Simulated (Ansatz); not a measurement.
A geometry of Al$_{2}$Cu away from equilibrium: the start of the relaxation of a generated cell, Al2Cu placed in the Al2Cu structure type. Computed with r2SCAN (plane waves to 500 eV, PAW, scalar-relativistic; Ansatz, a first-principles code). Γ-centred k-mesh 9×9×9 on the run's cell (coarser than for final values), Fermi–Dirac smearing 0.05 eV.

```xyz
6
Lattice="-3.0200 3.0200 2.4300 3.0200 -3.0200 2.4300 3.0200 3.0200 -2.4300" Properties=species:S:1:pos:R:3 pbc="T T T"
Al     0.9543     3.9743     0.0000
Al     0.9543     2.0657     2.4300
Al     2.0657     0.9543     0.0000
Al     2.0657    -0.9543     2.4300
Cu     0.0000     0.0000     1.2150
Cu     0.0000     0.0000     3.6450
```

Question: Which atoms carry the largest force, and which way does it point?

Answer: 0.11 eV/Å, on Al1, Al2, Al3, Al4 (atoms numbered as listed); on Al1 its components are (0.08, 0.08, 0.00).

Question: What is the pressure?

Answer: -2.8 GPa, compression positive.

Question: How far above the relaxed end point is this geometry?

Answer: under 0.01 eV/atom; the path ends in I4/mcm (No. 140) (AFLOW prototype A2B_tI12_140_h_a (C16, as in Al2Cu)).

No spin polarisation in the result.

The run could not lose the symmetry of its start.
